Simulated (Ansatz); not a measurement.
Si₂BAs:
```
CELL_PARAMETERS angstrom
      1.79207     1.03465     6.06296
     -1.79207     1.03465     6.06296
      0.00000    -2.06931     6.06296
ATOMIC_POSITIONS crystal
  B  0.99407 0.99407 0.99407
  As 0.11099 0.11099 0.11099
  Si 0.50740 0.50740 0.50740
  Si 0.63757 0.63757 0.63757
```

Relaxed with PBE. Special points in fractions of this cell's reciprocal vectors: Γ (0.000, 0.000, 0.000); T (0.500, 0.500, 0.500); H2 (0.814, 0.186, 0.500); H0 (0.500, -0.186, 0.186); L (0.500, 0.000, 0.000); S0 (0.343, -0.343, 0.000); S2 (0.657, 0.000, 0.343); F (0.500, 0.000, 0.500).

**Question.** List the band energies nearest the Fermi level at these points for PBE (plane waves, PAW; program Ansatz).

**Answer.** In eV from the Fermi level; about four levels below and three above (degenerate sets whole), none deeper than 8.9 eV; points with the same levels are listed once.

```tsv
k	below	above
Γ	-8.50 -1.78 -1.78 -0.39	0.10 0.10 1.33
T	-1.66 -1.66 -0.35 -0.35	1.82 3.03 3.15 3.15
H2	-5.60 -4.25 -3.20 -2.71	1.05 1.61 4.36
L	-4.58 -4.30 -3.39 -1.97	1.04 2.48 3.30
S0	-5.73 -4.17 -3.43 -2.66	0.85 2.71 3.18
F	-3.59 -1.65 -1.31 -0.13	0.32 1.88 3.31
```

Space group R3m. The start of the workflow was typed in or built on a structure type; neither database checked (COD, Materials Project) lists it. Whether it is the stable phase at ambient conditions was not checked. The cell was relaxed with PBE under the symmetry of its start; its stability against distortions is not shown here. The volume moved by 19 % from the start of the relaxation. Spin–orbit coupling is left out wherever it is not named.

Potentials: the earlier of the program's two PAW sets.
